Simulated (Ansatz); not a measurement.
Pd: stiffness from a series of strains

```
CELL_PARAMETERS angstrom
0.00000 1.94490 1.94490
1.94490 0.00000 1.94490
1.94490 1.94490 0.00000
ATOMIC_POSITIONS crystal
Pd 0.00000 0.00000 0.00000
```

The cell is COD entry 9008478, as deposited and not checked against the literature; nothing was relaxed.

Spin polarisation is left out, and whether a magnetic state lies lower isn't shown here.

Computed with Ansatz 0.2.0, DFT, PBEsol, all-electron LAPW, scalar-relativistic.

The runs use a Γ-centred 18×18×18 k mesh, Fermi–Dirac smearing of 0.05 eV, basis error target 0.25 meV/atom, no spin polarisation.

The strain is applied along the Cartesian axes of the cell as listed (the other components stay zero). Fractional coordinates are held (clamped ions).

σ is the change of stress from the unstrained cell, which is at -2.26 GPa; tension is positive, so slopes are stress–strain coefficients at that pressure. In a metal the k mesh adds noise.

Only quantities that a quadratic follows smoothly over the whole series are listed; rougher ones are left out.

```
εxx = εyy  σzz (GPa)  σxx (GPa)
  -0.0200      -7.67      -9.25
  -0.0100      -3.63      -4.33
   0.0000       0.00       0.00
   0.0200       6.16       7.13
```

**Question.** Fit the series and read off the stiffness at zero strain.

**Answer.** Least-squares fits y = p0 + p1 x + p2 x² to the rows give σzz (GPa): p1 = 346, p2 = -1900; σxx (GPa): p1 = 409, p2 = -2700. So 2 C12 = 346 GPa and C11 + C12 = 409 GPa.

**Question.** One run, at εxx = εyy = 0.0100, is withheld. Predict its row.

**Answer.** The fits give 3.27, 3.84; the run gave 3.25, 3.80.
